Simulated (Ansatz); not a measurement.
Ansatz (a program for electronic structure) input:

Ansatz 0.2 input:
```yaml
crystal:
  lattice:
    - [0.0, 1.9544544726, 1.9544544726]
    - [1.9544544726, 0.0, 1.9544544726]
    - [1.9544544726, 1.9544544726, 0.0]
  atoms:
    - { symbol: Li, position: [0.0, 0.0, 0.0] }
    - { symbol: F, position: [0.5, 0.5, 0.5] }
kpoints:
  mp_grid: { grid: [12, 12, 12] }
hamiltonian:
  xc: lda
  pseudopotentials: { kind: paw }
scf:
  occupations: { method: fixed }
phonons:
  method: dfpt
  response_accuracy: low
  eigenvectors: true
  rigid_motions: translations
  dielectric: true
  raman: true
```

Output (shortened):

```
Pseudopotential: Li, paw, valence charge 3
Pseudopotential: F, paw, valence charge 7
Functional definition: SPW92
Crystal: 2 atoms, lattice volume = 14.932 Å³
Basis set: ecut = 420 eV, 283 PW (Γ), exchange–correlation on 40×40×40 points (8 copies of the dense FFT grid, shifted against one another)
Bands: 9, of which v1, the nominal top of the filled ones, is band 5 counted from 1 (4 counted from 0)
Symmetry: 48 space group operations
k-points: 163 of 1728 (irreducible under 8 space group operations, time reversal used)
SCF iter   1: F=—  HF=-998.718458 eV  |F-HF|=—  |Δ(HF+E_count)|=         —  Δρ=2.23e-2  dr2=4.96e-2  ethr=1.77e-3  ⟨swp⟩=3.9  Hψ=7997  notcnv=0  defer=293
preconditioner: auto → none
SCF iter   2: F=—  HF=-998.699718 eV  |F-HF|=—  |Δ(HF+E_count)|=   1.87e-2  Δρ=9.47e-3  dr2=4.99e-3  ethr=4.96e-4  ⟨swp⟩=3.0  Hψ=3749  notcnv=0  defer=318
SCF iter   3: F=—  HF=-998.697296 eV  |F-HF|=—  |Δ(HF+E_count)|=   2.42e-3  Δρ=2.12e-3  dr2=3.47e-4  ethr=4.99e-5  ⟨swp⟩=2.5  Hψ=2375  notcnv=0  defer=320
SCF iter   4: F=—  HF=-998.696951 eV  |F-HF|=—  |Δ(HF+E_count)|=   3.45e-4  Δρ=4.15e-4  dr2=9.25e-6  ethr=3.47e-6  ⟨swp⟩=2.0  Hψ=2428  notcnv=0  defer=288
SCF iter   5: F=—  HF=-998.696942 eV  |F-HF|=—  |Δ(HF+E_count)|=   9.35e-6  Δρ=5.28e-5  dr2=3.11e-7  ethr=9.25e-8  ⟨swp⟩=2.0  Hψ=1630  notcnv=0  defer=22
SCF iter   6: F=—  HF=-998.696941 eV  |F-HF|=—  |Δ(HF+E_count)|=   6.30e-7  Δρ=2.37e-6  dr2=5.08e-10  ethr=3.11e-9  ⟨swp⟩=2.7  Hψ=2204  notcnv=0
SCF iter   7: F=-998.696941 eV  HF=-998.696941 eV  |F-HF|=2.16e-12  |Δ(HF+E_count)|=  2.69e-10  Δρ=2.15e-7  dr2=3.16e-12  ethr=1.00e-12  ⟨swp⟩=5.9  Hψ=6850  notcnv=0
SCF 1 converged in 7 iterations: F = -998.696941 eV  dr2 = 3.16e-12
NSCF: frozen V_eff on 1 k-points
DFPT response loops at Γ: preconditioner auto → none (the input reference at scf.mixing.eps_inf says where Resta's filter doesn't serve); β = 0.50 …
── the response to a field inside a basis, on 12×12×12 k-points: an SCF that follows is theirs, and a resumed run solves both again ──
Crystal: 2 atoms, lattice volume = 14.932 Å³
Bands: 6, of which v1, the nominal top of the filled ones, is band 5 counted from 1 (4 counted from 0)
k-points: 182 of 1728 (irreducible under 12 space group operations)
SCF iter   1: F=—  HF=-998.702256 eV  |F-HF|=—  |Δ(HF+E_count)|=         —  Δρ=1.36e-3  dr2=3.88e-5  ethr=1.00e-1
preconditioner: auto → none
SCF iter   2: F=—  HF=-998.702244 eV  |F-HF|=—  |Δ(HF+E_count)|=   1.21e-5  Δρ=5.61e-4  dr2=1.16e-5  ethr=3.88e-7
SCF iter   3: F=—  HF=-998.702242 eV  |F-HF|=—  |Δ(HF+E_count)|=   1.77e-6  Δρ=2.72e-4  dr2=1.56e-6  ethr=1.16e-7
SCF iter   4: F=—  HF=-998.702242 eV  |F-HF|=—  |Δ(HF+E_count)|=   3.89e-7  Δρ=1.34e-5  dr2=7.05e-9  ethr=1.56e-8
SCF iter   5: F=-998.702242 eV  HF=-998.702242 eV  |F-HF|=1.14e-13  |Δ(HF+E_count)|=   1.85e-9  Δρ=1.66e-7  dr2=1.66e-12  ethr=7.05e-11
SCF 1 converged in 5 iterations: F = -998.702242 eV  dr2 = 1.66e-12
DFPT response loops at Γ: mixed as the last ones told, above
DFPT response loops at Γ: mixed as the last ones told, above
DFPT response loops at Γ: mixed as the last ones told, above
SCF converged after 7 iterations
Free energy (F): -998.696941 eV
Harris-Foulkes:  -998.696941 eV  (|F-HF|=2.16e-12)
Internal energy: -998.696941 eV  (E = F + TS)
E sigma→0 (E₀):  -998.696941 eV
Fermi energy:    1.350764 eV
--- Per-component energies (eV) ---
  E_band       = -112.087947
  E_kinetic    = 229.819873
  E_local      = -613.002792  (includes V_loc(G=0)·N_el)
  E_nonlocal   = 43.072332
  E_hartree    = 211.783904
  E_xc         = -89.968526
  E_vxc        = -116.592627  (∫ρ·V_xc dr)
  E_paw        = -206.413538  (= ΣΔE_a)
  E_vpaw       = -78.954661  (= ΣTr[D̂ρ^β])
  E_aug_tail   = 0.002072  (compensation charges beyond the density's cutoff)
  E_ewald      = -574.103518
  E_core_change = 0.113252  (= ΣΔE_core)
  E_smearing   =  0.000000  (= −TS)
  E_closure    =  0.000000  (closes the sum)
  Σ components = -998.696941   (vs F -998.696941, Δ=0.00e0)
  [band-id]    e_kinetic+e_local+e_nonlocal+2·e_hartree+e_vxc+e_vpaw+e_augmentation_tail = -112.087995   (vs E_band -112.087947, Δ=-4.79e-5)
--- Band table (eV; the first three rows and the last of 163) ---
  k-point 0: bands = ["-38.1909", "-18.4888", "1.3504", "1.3504", "1.3504", "11.0478", "25.9735", "25.9735", "25.9735"]
  k-point 1: bands = ["-38.1841", "-18.4578", "1.1214", "1.3310", "1.3310", "11.2468", "23.5546", "24.8506", "24.8506"]
  k-point 2: bands = ["-38.1656", "-18.3710", "0.5379", "1.2803", "1.2803", "11.7136", "21.2546", "23.5047", "23.5047"]
  k-point 162: bands = ["-38.0629", "-17.6610", "-1.0995", "-1.0995", "0.4504", "16.7327", "16.7327", "19.2223", "21.5027"]
--- Phonons (Γ-DFPT): 2 representative perturbations + reference, on 163 of 1728 k-points (Σ response iterations 7) ---
  ASR residual: 8.375e-5 → 0.000e0 eV/Å²; symmetrization residual: 2.542e-6 eV/Å²
  ASR residual per site (eV/Å²): 2.22e-5 8.37e-5
  Γ frequencies (cm⁻¹): 0.00 0.00 0.00 339.20 339.20 339.20
  ε∞ (high-frequency dielectric tensor):
        2.118236     0.000000     0.000000
        0.000000     2.118236     0.000000
        0.000000     0.000000     2.118236
  ε⁰ (static dielectric tensor: ions relaxed, cell fixed):
        8.219021     0.000000     0.000000
        0.000000     8.219021     0.000000
        0.000000     0.000000     8.219021
  ε⁰ − ε∞ (ionic part):
        6.100784     0.000000     0.000000
        0.000000     6.100784     0.000000
        0.000000     0.000000     6.100784
  softest optical mode at Γ: 339.20 cm⁻¹; the repairs (sum rule, projections) moved no ω² at Γ by more than (1.34 cm⁻¹)²
  Born effective charges Z* (e; rows j = field, columns β = displacement):
    site 0:
         1.04054    0.00000    0.00000
         0.00000    1.04054    0.00000
         0.00000    0.00000    1.04054
    site 1:
        -1.04054    0.00000    0.00000
         0.00000   -1.04054    0.00000
         0.00000    0.00000   -1.04054
  Z* charge neutrality: 8.007e-7 e pre-enforcement
  k-mesh period / interband length: 33.2 Å / 0.79 Å = 42.01 at k = (0.0000, 0.0000, -0.5000), direct gap 11.135 eV — 14 or more, which is no proof of convergence
  Raman tensors (in the event stream and the table raman_tensors.tsv) …
  optical modes at Γ without the LO–TO term, one row a degenerate level:
      ω (cm⁻¹)  modes    IR ((D/Å)²/amu)  static Raman (Å⁴/amu)  depolarisation
        339.20      3            14.7423                 0.0000               —
  optical modes at Γ + LO–TO along q̂ = [1.0000, 0.0000, 0.0000]:
      ω (cm⁻¹)  modes    IR ((D/Å)²/amu)  static Raman (Å⁴/amu)  depolarisation
        339.20      2             9.8282                 0.0000               —
        668.16      1             4.9141                 0.0000               —
  optical modes at Γ + LO–TO along q̂ = [0.0000, 1.0000, 0.0000]:
      ω (cm⁻¹)  modes    IR ((D/Å)²/amu)  static Raman (Å⁴/amu)  depolarisation
        339.20      2             9.8282                 0.0000               —
        668.16      1             4.9141                 0.0000               —
  optical modes at Γ + LO–TO along q̂ = [0.0000, 0.0000, 1.0000]:
      ω (cm⁻¹)  modes    IR ((D/Å)²/amu)  static Raman (Å⁴/amu)  depolarisation
        339.20      2             9.8282                 0.0000               —
        668.16      1             4.9141                 0.0000               —
```

Cost: very roughly 90 core-seconds on shared cores.

Space group Fm-3m (rock salt). The cell was relaxed with LDA under the symmetry of its start; phonons on a q-mesh show no instability.

Potentials: the later of the program's two PAW sets.

Ansatz is a plane-wave DFT program.
